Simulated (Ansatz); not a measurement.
LiAuO₂:
```
CELL_PARAMETERS angstrom
     -2.07254     2.07254     5.22833
      2.07254    -2.07254     5.22833
      2.07254     2.07254    -5.22833
ATOMIC_POSITIONS crystal
  Li 0.75000 0.25000 0.50000
  Li 0.00000 0.00000 0.00000
  Au 0.50000 0.50000 0.00000
  Au 0.25000 0.75000 0.50000
  O  0.11923 0.62500 0.99423
  O  0.37500 0.88077 0.00577
  O  0.63077 0.12500 0.00577
  O  0.87500 0.36923 0.99423
```

Relaxed with LDA.

**Question.** Give the optical modes at the zone centre with their infrared activity from DFPT, the program Ansatz at the LDA level (PAW).

**Answer.** Transverse frequencies, without the LO–TO term; a row sums one degenerate level.

| ω (cm⁻¹) | degeneracy | IR ((D/Å)²/amu) | activity | symmetry |
|---|---|---|---|---|
| 152 | 2 | 0.08 | IR | E |
| 195 | 1 | 0.00 | IR-inactive | B1 |
| 247 | 1 | 0.52 | IR | A2 |
| 250 | 2 | 7.86 | IR | E |
| 278 | 2 | 0.66 | IR | E |
| 375 | 1 | 0.00 | IR-inactive | B2 |
| 434 | 1 | 0.00 | IR-inactive | B1 |
| 443 | 1 | 3.27 | IR | A2 |
| 462 | 2 | 2.15 | IR | E |
| 512 | 1 | 0.00 | IR-inactive | B1 |
| 551 | 2 | 27.22 | IR | E |
| 558 | 1 | 0.00 | IR-inactive | A1 |
| 641 | 1 | 32.85 | IR | A2 |
| 649 | 2 | 6.71 | IR | E |
| 667 | 1 | 0.00 | IR-inactive | B2 |

**Question.** How high does the top mode go among those that the LO–TO term moves?

**Answer.** 672 cm⁻¹ for q along x, 672 cm⁻¹ for q along y, 715 cm⁻¹ for q along z.

Space group I4_122. The workflow started from a Materials Project entry (that database holds measured and hypothetical structures alike); the Crystallography Open Database copy checked does not list it. With Li and Au taken as one species the cell has the higher symmetry P4_2/mmc, so it may be an ordered model of a mixed-site phase. Its standing as an ambient phase is unchecked. Symmetry was held in the LDA relaxation; of distortions, only those at the zone centre were tested. Spin–orbit coupling is left out wherever it is not named.

Potentials: the later of the program's two PAW sets.
